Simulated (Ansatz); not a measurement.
An Ansatz (a first-principles code) run. Input:

Ansatz 0.2 input:
```yaml
crystal:
  lattice:
    - [3.9956883533, 0.0, 0.0]
    - [-1.9978441766, 3.4603676195, 0.0]
    - [0.0, 0.0, 3.6489670654]
  atoms:
    - { symbol: Sc, position: [0.0, 0.0, 0.0] }
    - { symbol: Si, position: [0.3333333333, 0.6666666667, 0.5] }
    - { symbol: Si, position: [0.6666666667, 0.3333333333, 0.5] }
kpoints:
  mp_grid: { grid: [12, 12, 11] }
hamiltonian:
  xc: r2scan
  pseudopotentials: { kind: paw }
scf:
  occupations: { method: gaussian, width: 0.05 }
checkpoint: { read: metal.run }
output: { write_density: true, elf: true, volumetric_format: npy }
basis: { fft_grid_basis: typed }
```

Output (shortened):

```
Pseudopotential: Sc, paw, valence charge 11
Pseudopotential: Si, paw, valence charge 4
Functional definition: r2SCAN
Crystal: 3 atoms, lattice volume = 50.453 Å³
Basis set: ecut = 500 eV, 1291 PW (Γ), exchange–correlation on 120×120×108 points (64 copies of the dense FFT grid, shifted against one another)
Bands: 18, of which v1, the nominal top of the filled ones, is band 10 counted from 1 (9 counted from 0)
Symmetry: 24 space group operations
Space group: P6/mmm (ITA 191), of the structure as read, at distance tolerance 3.7e-5 Å
k-points: 114 of 1584
Stability of the state it starts from, as read at its close in the unpolarized treatment …
iter 1 solved again at ethr=3.50e-7 eV; its pass at ethr=3.10e-3 eV (dr2=6.65e-5 eV) is discarded
SCF iter   1: F=—  HF=-3419.863761 eV  |F-HF|=—  |Δ(HF+E_count)|=         —  Δρ=6.76e-7  dr2=1.89e-10  dr2_τ=5.37e-12  ethr=3.50e-7  ⟨swp⟩=2.4  Hψ=16345  notcnv=0
preconditioner: auto → none
SCF iter   2: F=-3419.863761 eV  HF=-3419.863761 eV  |F-HF|=6.68e-11  |Δ(HF+E_count)|=   5.90e-9  Δρ=5.15e-7  dr2=1.48e-10  dr2_τ=1.40e-11  ethr=1.00e-12  ⟨swp⟩=5.9  Hψ=8250  notcnv=0
SCF 1 converged in 2 iterations: F = -3419.863761 eV  dr2 = 1.48e-10
SCF converged after 2 iterations
Free energy (F): -3419.863761 eV
Harris-Foulkes:  -3419.863761 eV  (|F-HF|=6.68e-11)
Internal energy: -3419.862262 eV  (E = F + TS)
E sigma→0 (E₀):  -3419.863012 eV
Entropy (-TS):   -0.001499 eV (-0.500 meV/atom)
Fermi energy:    11.096800 eV
--- Per-component energies (eV) ---
  E_band       = -131.316976
  E_kinetic    = 347.509054
  E_local      = -891.902133  (includes V_loc(G=0)·N_el)
  E_nonlocal   = 131.131628
  E_hartree    = 320.532087
  E_xc         = -206.344588
  E_vxc        = -245.887725  (∫ρ·V_xc dr)
  E_paw        = -2003.117371  (= ΣΔE_a)
  E_vpaw       = -126.789111  (= ΣTr[D̂ρ^β])
  E_aug_tail   = 0.000014  (compensation charges beyond the density's cutoff)
  E_vtau       = 13.556731  (kinetic-family band-sum trace: ∫τ·v_τ [+ j·A + Jᵃ·Aᵃ] dr)
  E_ewald      = -1117.279596
  E_core_change = -0.391358  (= ΣΔE_core)
  E_smearing   = -0.001499  (= −TS)
  E_closure    =  0.000000  (closes the sum)
  Σ components = -3419.863761   (vs F -3419.863761, Δ=0.00e0)
  [band-id]    e_kinetic+e_local+e_nonlocal+2·e_hartree+e_vxc+e_vpaw+e_augmentation_tail+e_vtau = -131.317369   (vs E_band -131.316976, Δ=-3.92e-4)
--- Band table (eV; the first three rows and the last of 114) ---
  k-point 0: bands = ["-40.9254", "-18.5953", "-18.5953", "-18.5376", "-2.3284", "7.2279", "7.2279", "9.0264", "9.8885", "10.1280", "11.7308", "11.7308", "12.8961", "12.8961", "14.2192", "14.2192", "15.5800", "17.9547"]
  k-point 1: bands = ["-40.9249", "-18.5946", "-18.5946", "-18.5453", "-2.2541", "7.2937", "7.2937", "8.0918", "10.2114", "10.6680", "11.3161", "11.3161", "13.4308", "13.4308", "13.9898", "13.9898", "16.0412", "17.5925"]
  k-point 2: bands = ["-40.9237", "-18.5924", "-18.5924", "-18.5659", "-2.0423", "6.8164", "7.4848", "7.4848", "10.4581", "10.7127", "10.7127", "11.5892", "13.3996", "13.3996", "14.3913", "14.3913", "16.7210", "17.3068"]
  k-point 113: bands = ["-40.9164", "-18.6189", "-18.6189", "-18.6147", "1.6461", "1.6461", "5.1890", "7.2565", "7.2565", "12.0764", "13.3118", "13.3118", "13.8942", "13.8942", "14.1008", "15.5283", "17.0893", "17.0893"]
```

Cost: about 8 core-seconds (a rough figure) on shared cores.

The workflow started from an entry of the Crystallography Open Database (COD). Whether it is the stable phase at ambient conditions was not checked. The cell was relaxed with r²SCAN under the symmetry of its start; whether a distortion lowers the energy is not shown. No spin polarisation was allowed.

Potentials: the later of the program's two PAW sets.

Ansatz is a plane-wave DFT program.
